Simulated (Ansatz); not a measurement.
Values for one crystal, relaxed and computed with DFT-r²SCAN in the program Ansatz with PAW potentials; other levels are named.

```yaml
volume_per_atom: 21.86 Å³
electronic_character: metallic (no gap)
Density of states at the Fermi level: 0.14 states/eV per atom (mean over ±0.08 eV)
Formation energy from the elements (no fitted shifts): 0.37 eV/atom
```

Task: Which of these materials gives this?
A. NiSb, NiAs type
B. InSb, P-6m2 (In on 1a, Sb on 1f)
C. TbSb, rock salt
D. Sb2W, Cmc2_1 (W on 4a, Sb on 4a, Sb on 4a)

Result: D, Sb2W, Cmc2_1 (W on 4a, Sb on 4a, Sb on 4a)

The start of the workflow was typed in or built on a structure type; neither database checked (COD, Materials Project) lists it. Whether it is the stable phase at ambient conditions was not checked. Symmetry was held in the r²SCAN relaxation; its stability against distortions is not shown here. The run is not spin-polarised. The volume moved by -19 % from the start of the relaxation. Its formation energy is positive at this level, so the cell may be metastable or incomplete. The references are the lowest solids computed at this level, not always the standard phases. Scalar-relativistic: spin–orbit coupling is off unless named, which matters more the heavier the elements.

Potentials: the later of the program's two PAW sets.
